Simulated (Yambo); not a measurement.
G0W0@PBEsol for ZnSO4 (space group F-43m, No. 216) in Yambo (2×2×2 mesh, 7 Ry block, plasmon pole, screening fixed), without a terminator:

```csv
bands N in G,gap L → Γ (eV),shift of the valence edge (eV)
66,7.840,-1.156
112,7.876,-1.412
171,7.950,-1.583
```

### Question
Extrapolate both columns to infinite N with E(N) = E∞ + A/N, test the form, and compare with the terminator.

### Answer
From two points, E∞ = (N2 E2 − N1 E1)/(N2 − N1). The two largest N give 8.09 eV for the gap and -1.91 eV for the shift; the two smallest give 7.93 eV and -1.78 eV. For the gap the slopes A are -5.8 and -24 eV: the form isn't reached, and its limit is uncertain. For the shift the slopes A are 41 and 56 eV: the form isn't reached, and its limit is uncertain. With the Bruneval-Gonze terminator and 171 bands the run gives 8.03 eV and -1.80 eV, 0.06 eV and 0.11 eV from the extrapolated values: the terminator too is an estimate of the remainder. Block, mesh and the bands in W are held fixed.

Geometry of the Materials Project entry, not relaxed at this level; primitive cell a = b = c = 5.477 Å, α = β = γ = 60.00°.

A shift is the quasiparticle energy of the state minus its PBEsol energy.
